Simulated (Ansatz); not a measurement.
NiGe:
```yaml
crystal:
  lattice:
    - [5.37763, 0.00000, 0.00000]
    - [0.00000, 3.49743, 0.00000]
    - [0.00000, 0.00000, 5.84024]
  atoms:
    - { symbol: Ni, position: [0.50579, 0.25000, 0.69090] }
    - { symbol: Ni, position: [0.49421, 0.75000, 0.30910] }
    - { symbol: Ni, position: [0.99421, 0.75000, 0.19090] }
    - { symbol: Ni, position: [0.00579, 0.25000, 0.80910] }
    - { symbol: Ge, position: [0.69023, 0.25000, 0.08836] }
    - { symbol: Ge, position: [0.30977, 0.75000, 0.91164] }
    - { symbol: Ge, position: [0.80977, 0.75000, 0.58836] }
    - { symbol: Ge, position: [0.19023, 0.25000, 0.41164] }
```

This is the PBE-relaxed structure.

All from PBE (plane waves, PAW; program Ansatz), unless another level is named. Estimate the electronic character.

metallic (no gap).

Give the density of states at the Fermi level.

0.34 states/eV per atom (mean over ±0.08 eV).

Predict the formation energy from the elements (no fitted shifts).

-0.30 eV/atom.

Space group Pnma. The PBE relaxation kept the symmetry of its start. The run is not spin-polarised. The references are the lowest solids computed at this level, not always the standard phases. Scalar-relativistic: spin–orbit coupling is off unless named, which matters more the heavier the elements.

Potentials: the earlier of the program's two PAW sets.
